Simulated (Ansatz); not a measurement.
Data:

SiW:
```xyz
2
Lattice="3.0309 0.0000 0.0000 0.0000 3.0309 0.0000 0.0000 0.0000 3.0309" Properties=species:S:1:pos:R:3 pbc="T T T"
W      0.0000     0.0000     0.0000
Si     1.5154     1.5154     1.5154
```

This is the PBEsol-relaxed structure.

Q: All from the program Ansatz at the PBEsol level (PAW), unless another level is named. Predict the electronic character.

A: metallic (no gap).

Q: Next, the formation energy from the elements (no fitted shifts)?

A: 0.048 eV/atom.

Q: What about the density of states at the Fermi level?

A: 1.4 states/eV per atom (mean over ±0.08 eV).

Q: Give the gap with spin–orbit coupling.

A: none (metallic).

Space group Pm-3m (CsCl type). A made-up cell: these elements were put on the sites of a structure type; neither database checked (COD, Materials Project) lists it. Its standing as an ambient phase is unchecked. The PBEsol relaxation kept the symmetry of its start; its stability against distortions is not shown here. No spin polarisation was allowed. The references are the lowest solids computed at this level, not always the standard phases. Spin–orbit coupling is left out wherever it is not named.

Potentials: the earlier of the program's two PAW sets. The files were generated under PBE; for other functionals the program regenerates the frozen cores, and for LDA and PBEsol the local potential too.
